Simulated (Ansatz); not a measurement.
Sb2Se3 in space group Pnma (No. 62; Pearson symbol oP20) at seven volumes, DFT-LDA in the program Ansatz with PAW potentials, shape and atoms relaxed at each. One row is withheld.

```tsv
V (Å³/atom)	P (GPa)
23.283	4.43
24.051	2.58
24.818	1.13
25.586	0.01
26.353	-0.83
27.121	?
27.888	-1.82
```

### Question
Fit the shown pressures and predict the withheld one.

### Answer
Third-order Birch–Murnaghan: P = (3/2)B₀(x^(7/2) − x^(5/2))[1 + (3/4)(B′ − 4)(x − 1)] with x = (V₀/V)^(2/3). Least squares on the six rows gives V₀ = 25.599 Å³/atom, B₀ = 31.53 GPa, B′ = 8.68. At V = 27.121, x = 0.9622 and P = -1.41 GPa. The run itself gave -1.42 GPa.

The LDA relaxation kept the symmetry of its start. A crystal of weakly bound chains computed without a dispersion correction: the cell and the soft elastic constants depend strongly on that. Spin–orbit coupling is left out wherever it is not named.

Potentials: the later of the program's two PAW sets.
